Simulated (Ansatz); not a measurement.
Crystals of one structure type (zinc blende) and one family of elements, relaxed and computed with PBE (plane waves, PAW; program Ansatz).

| crystal | V (Å³/atom) | K_Hill (GPa) |
|---|---|---|
| ZnS | 20.16 | 69.5 |
| ZnSe | 23.55 | 56.6 |
| CdS | 26.02 | 53.4 |
| CdSe | 29.74 | ? |
| CdTe | 36.24 | 35.2 |

**Question.** Fit a straight line to ln K against ln V and predict the withheld value.

**Answer.** Least squares on the 4 shown rows: ln K = -1.15 × ln V + (7.695), with a scatter of 2 %. For CdSe this gives 44.4. The run itself gave 44.8, within the scatter.

All cells were relaxed under the symmetry of their starts (and spin orders); stability against distortions was not tested throughout. Scalar-relativistic: spin–orbit coupling is off unless named, which matters more the heavier the elements.

Potentials: the later of the program's two PAW sets.
